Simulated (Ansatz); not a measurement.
Relaxed-ion elastic tensor of Sc (hcp (Mg type), P6_3/mmc) in GPa (Voigt order), plane-wave PAW PBEsol (Ansatz code); density 3.16 g/cm³, 23.64 Å³ per atom.

```
      1     2     3     4     5     6
-  ----  ----  ----  ----  ----  ----
1   105  39.4  30.6   0.0   0.0   0.0
2  39.4   105  30.6   0.0   0.0   0.0
3  30.6  30.6   105   0.0   0.0   0.0
4   0.0   0.0   0.0  32.7   0.0   0.0
5   0.0   0.0   0.0   0.0  32.7   0.0
6   0.0   0.0   0.0   0.0   0.0  32.6
```

Q: Is the crystal mechanically stable?

A: Yes: the smallest eigenvalue of C is 32.6 GPa.

Q: Work out the Voigt, Reuss and Hill averages.

A: K_V = 57.3, K_R = 57.3, K_H = 57.3; G_V = 33.9, G_R = 33.7, G_H = 33.8 GPa.

Q: Give Young's modulus, Poisson's ratio, Pugh's ratio and the universal anisotropy index.

A: E = 9KG/(3K + G) = 84.8 GPa; ν = 0.25; K/G = 1.69 (near the Pugh limit of 1.75, no verdict); A_U = 5G_V/G_R + K_V/K_R − 6 = 0.03.

Q: Estimate the sound speeds and the Debye temperature.

A: v_l = √((K + 4G/3)/ρ) = 5690 m/s, v_t = √(G/ρ) = 3270 m/s, mean 3630 m/s; Θ = (h/k)(3n/4πV)^(1/3) v_m = 377 K.

Q: How much does each axis shrink under pressure?

A: Linear compressibilities β_i = Σ_j S_ij (j = 1 to 3): x 5.6, y 5.6, z 6.2 per TPa.

The PBEsol relaxation kept the symmetry of its start; of distortions, only those at the zone centre were tested. The workflow began spin-polarised and lost its moments. As this level gives no gap, shear constants depend on the k-mesh and smearing (Fermi–Dirac, 0.1 eV here). On the denser mesh and wider smearing of the elastic run this cell carries a stress of 0.4 GPa.

Potentials: the earlier of the program's two PAW sets.
